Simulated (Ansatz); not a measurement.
Relaxed InP (zinc blende):

```yaml
crystal:
  lattice:
    - [0.00000, 2.97977, 2.97977]
    - [2.97977, 0.00000, 2.97977]
    - [2.97977, 2.97977, 0.00000]
  atoms:
    - { symbol: P, position: [0.75000, 0.75000, 0.75000] }
    - { symbol: In, position: [0.00000, 0.00000, 0.00000] }
```

Calculation: PBE (plane waves to 420 eV, PAW, scalar-relativistic; Ansatz, an electronic-structure program). k mesh 8×8×8 (Γ-centred), Fermi-Dirac smearing 0.05 eV. As the smearing reaches across the gap at some points, energies and forces of such displacements shift with the k mesh and the smearing. InP was relaxed with its symmetry unable to fall.

One atom of the cell was then moved (with its periodic images), all else fixed, and the forces (eV/Å) came out as:

| atom | Fx | Fy | Fz |
|---|---|---|---|
| P1 | 0.000 | 0.000 | 2.680 |
| In2 | 0.000 | 0.000 | -2.680 |

With two atoms only their relative shift counts; take In2 as fixed.

**Question.** Which atom was moved, and by which vector (Å)?

**Answer.** P1, by (0.00, 0.00, -0.42), 0.42 Å in all.

(A displaced cell: forces are minus the slopes of the energy, force constants its curvatures, and phonons follow from these.)
